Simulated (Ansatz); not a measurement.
La₂Ga₇Au:
```yaml
crystal:
  lattice:
    - [4.43012, 0.00000, 0.00000]
    - [0.00000, 4.43012, 0.00000]
    - [0.00000, 0.00000, 10.43284]
  atoms:
    - { symbol: La, position: [0.00000, 0.00000, 0.99474] }
    - { symbol: La, position: [0.50000, 0.50000, 0.49380] }
    - { symbol: Ga, position: [0.00000, 0.50000, 0.25035] }
    - { symbol: Ga, position: [0.50000, 0.00000, 0.25035] }
    - { symbol: Ga, position: [0.50000, 0.00000, 0.74920] }
    - { symbol: Ga, position: [0.00000, 0.50000, 0.74920] }
    - { symbol: Ga, position: [0.00000, 0.00000, 0.62047] }
    - { symbol: Ga, position: [0.00000, 0.00000, 0.38347] }
    - { symbol: Ga, position: [0.50000, 0.50000, 0.88398] }
    - { symbol: Au, position: [0.50000, 0.50000, 0.12448] }
```

Relaxed with r²SCAN. Special points in fractions of this cell's reciprocal vectors: Γ (0.000, 0.000, 0.000); X (0.000, 0.500, 0.000); M (0.500, 0.500, 0.000); Z (0.000, 0.000, 0.500); R (0.000, 0.500, 0.500); A (0.500, 0.500, 0.500).

**Question.** List the band energies nearest the Fermi level at these points for plane-wave PAW r²SCAN (Ansatz code).

**Answer.** In eV from the Fermi level; about four levels below and three above (degenerate sets whole), none deeper than 8.9 eV; points with the same levels are listed once.

| k | below | above |
|---|---|---|
| Γ | -2.18 -2.18 -0.46 -0.02 | 0.33 0.33 0.55 |
| X | -1.68 -0.85 -0.23 -0.04 | 0.03 0.04 1.52 |
| M | -2.64 -2.64 -2.00 -2.00 | 1.22 1.64 1.64 |
| Z | -2.19 -2.19 -1.83 -0.37 | 0.39 0.44 0.44 |
| R | -0.70 -0.68 -0.36 -0.29 | 0.04 0.28 0.47 |
| A | -2.60 -2.60 -2.55 -2.03 -2.03 | 0.30 0.90 1.61 1.61 |

Space group P4mm. The workflow started from a Materials Project entry (that database holds measured and hypothetical structures alike); the Crystallography Open Database copy checked does not list it. With Ga and Au taken as one species the cell has the higher symmetry I4/mmm, so it may be an ordered model of a mixed-site phase. Its standing as an ambient phase is unchecked. Symmetry was held in the r²SCAN relaxation; its stability against distortions is not shown here. Scalar-relativistic: spin–orbit coupling is off unless named, which matters more the heavier the elements.

Potentials: the later of the program's two PAW sets.
